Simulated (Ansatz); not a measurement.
# Data sheet: GaSb (DFT)

GaSb:
```
GaSb
1.0
    4.31249     0.00000     0.00000
   -2.15625     3.73473     0.00000
    0.00000     0.00000    14.15358
Ga Sb
4 4
Direct
  0.66667   0.33333   0.99977
  0.00000   0.00000   0.25049
  0.33333   0.66667   0.49977
  0.00000   0.00000   0.75049
  0.66667   0.33333   0.18776
  0.00000   0.00000   0.43698
  0.33333   0.66667   0.68776
  0.00000   0.00000   0.93698
```

Space group P6_3mc (No. 186); conventional cell a = b = 4.312 Å, c = 14.154 Å, α = β = 90.00°, γ = 120.00°.

Method: PBEsol in the plane-wave PAW code Ansatz. Geometry: relaxed at this level of theory. Other levels are named where they apply.

**Cell and energy**

```json
{
 "volume_per_atom": "28.49 Å³",
 "density": "5.58 g/cm³",
 "Formation energy from the elements (no fitted shifts)": "-0.12 eV/atom"
}
```

**Electronic structure**

```json
{
  "electronic_character": "no gap, with almost no states at the Fermi level (zero-gap or semimetallic)",
  "Density of states at the Fermi level": "0.00 states/eV per atom (mean over ±0.08 eV)",
  "HSE06 gap on the PBEsol cell": "0.87 eV (a hybrid on a coarse mesh can open a false gap in a semimetal)",
  "Gap with spin–orbit coupling": "none (metallic)"
}
```

**Mechanics**

```json
{
  "Bulk modulus (Birch–Murnaghan fit)": "51.5 GPa",
  "Pressure derivative B′": "4.8"
}
```

**Phonons**

```json
{
  "highest_zone_centre_frequency": "220 cm^-1",
  "zone_centre_stability": "no imaginary mode at Γ"
}
```

The start of the workflow was typed in or built on a structure type; the Crystallography Open Database copy checked does not list it. It is not the phase usual at ambient conditions (space group No. 216). The PBEsol relaxation kept the symmetry of its start. As this level gives no gap, phonon frequencies hold no LO–TO term and depend on the k-mesh and smearing (Fermi–Dirac, 0.1 eV here). The references are the lowest solids computed at this level, not always the standard phases. Spin–orbit coupling is left out wherever it is not named.

Potentials: the later of the program's two PAW sets.
